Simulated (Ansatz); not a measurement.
# HfO2 with an O vacancy: gradients before and after relaxing the atoms

Start: a supercell of HfO2 (fluorite type, Fm-3m) built from a Materials Project structure (computed, not necessarily an observed phase), with all atoms left at the host's positions.

```
CELL_PARAMETERS angstrom
0.00000 5.03216 5.03216
5.03216 0.00000 5.03216
5.03216 5.03216 0.00000
ATOMIC_POSITIONS crystal
Hf 0.00000 0.00000 0.00000
Hf 0.00000 0.00000 0.50000
Hf 0.00000 0.50000 0.00000
Hf 0.00000 0.50000 0.50000
Hf 0.50000 0.00000 0.00000
Hf 0.50000 0.00000 0.50000
Hf 0.50000 0.50000 0.00000
Hf 0.50000 0.50000 0.50000
O 0.37500 0.37500 0.87500
O 0.37500 0.87500 0.37500
O 0.37500 0.87500 0.87500
O 0.87500 0.37500 0.37500
O 0.87500 0.37500 0.87500
O 0.87500 0.87500 0.37500
O 0.87500 0.87500 0.87500
O 0.12500 0.12500 0.12500
O 0.12500 0.12500 0.62500
O 0.12500 0.62500 0.12500
O 0.12500 0.62500 0.62500
O 0.62500 0.12500 0.12500
O 0.62500 0.12500 0.62500
O 0.62500 0.62500 0.12500
O 0.62500 0.62500 0.62500
```

Atom numbers follow the list; atoms alike are taken as one site, whose name carries the number of the first.

The numbers come from a DFT calculation in Ansatz (PBE, plane waves and PAW, scalar-relativistic, collinear spin, 420 eV cutoff, Γ-centred 3×3×3 k-points, Fermi–Dirac smearing 0.01 eV). Start moments as typed (μB): 0 0 0 0.5 0 0.5 0.5 0.5 0 0 0 0 0 0 0 0 0 0 0 0 0 0 0 by atom.

The largest force at the start is 0.57 eV/Å. Relaxing the ions at fixed cell moves them by 0.053 Å at most (atom 19, O) and 0.033 Å rms. End positions:

```
CELL_PARAMETERS angstrom
0.00000 5.03216 5.03216
5.03216 0.00000 5.03216
5.03216 5.03216 0.00000
ATOMIC_POSITIONS crystal
Hf 0.00125 0.00125 0.00125
Hf 0.00125 0.00125 0.49626
Hf 0.00125 0.49626 0.00125
Hf 0.00478 0.49841 0.49841
Hf 0.49626 0.00125 0.00125
Hf 0.49841 0.00478 0.49841
Hf 0.49841 0.49841 0.00478
Hf 0.49841 0.49841 0.49841
O 0.37265 0.37265 0.87735
O 0.37265 0.87735 0.37265
O 0.37265 0.87735 0.87735
O 0.87735 0.37265 0.37265
O 0.87735 0.37265 0.87735
O 0.87735 0.87735 0.37265
O 0.87500 0.87500 0.87500
O 0.12500 0.12500 0.12500
O 0.13024 0.13024 0.61976
O 0.13024 0.61976 0.13024
O 0.13024 0.61976 0.61976
O 0.61976 0.13024 0.13024
O 0.61976 0.13024 0.61976
O 0.61976 0.61976 0.13024
O 0.62500 0.62500 0.62500
```

```json
{"site": "Hf1", "atom": "1", "moved (Å)": "0.022", "first shell before": "8 O at 2.18 Å", "first shell after": "8 O at 2.16–2.22 Å", "V_zz before (10²¹ V/m²)": "0.060", "η before": "0.00"}
{"site": "Hf4", "atom": "4", "moved (Å)": "0.028", "first shell before": "7 O at 2.18 Å", "first shell after": "7 O at 2.14–2.21 Å", "V_zz before (10²¹ V/m²)": "9.09", "η before": "0.00"}
{"site": "O9", "atom": "9", "moved (Å)": "0.024", "first shell before": "4 Hf at 2.18 Å", "first shell after": "4 Hf at 2.16–2.20 Å", "V_zz before (10²¹ V/m²)": "0.10", "η before": "0.44"}
{"site": "O17", "atom": "17", "moved (Å)": "0.053", "first shell before": "4 Hf at 2.18 Å", "first shell after": "4 Hf at 2.14–2.22 Å", "V_zz before (10²¹ V/m²)": "1.11", "η before": "0.44"}
```

Q: What are V_zz and η after the relaxation?

A: 

```json
{"site": "Hf1", "atom": "1", "V_zz after": "-0.22", "η after": "0.00", "change of V_zz": "-0.28"}
{"site": "Hf4", "atom": "4", "V_zz after": "10.13", "η after": "0.00", "change of V_zz": "+1.04"}
{"site": "O9", "atom": "9", "V_zz after": "0.35", "η after": "0.55", "change of V_zz": "+0.25"}
{"site": "O17", "atom": "17", "V_zz after": "1.22", "η after": "0.63", "change of V_zz": "+0.11"}
```

The largest change of V_zz is on Hf4, from 9.09 to 10.13. In per cent, |V_zz| changes by +11 on Hf, +10 on O (all sites that start above 0.5). Where |V_zz| stays above 0.1, η moves most on O17, from 0.44 to 0.63. V_zz changes sign on Hf1 (same axis). Sites without a gradient aren't listed.

The defect repeats with the cell of 23 atoms, so it feels its images: sites between two images don't show the values beside a lone defect, and zeros or small values of η there can come from the images' arrangement. This high-symmetry form of HfO2 is unstable when cold, to shifts of the oxygen columns, towards the tetragonal form. The symmetry of the cell holds that distortion back, wholly or in part, and it would change the field gradients, the more the larger the distortion. Without spin–orbit coupling the gradients at and beside Hf can be off by some per cent, at some sites by more. The cell keeps the host's lattice, where the PBE pressure is 8 GPa. The start moments die out, and the run ends without spin.
Before: The neighbours have not yet relaxed around the defect (largest force 0.57 eV/Å), so a real crystal will differ.
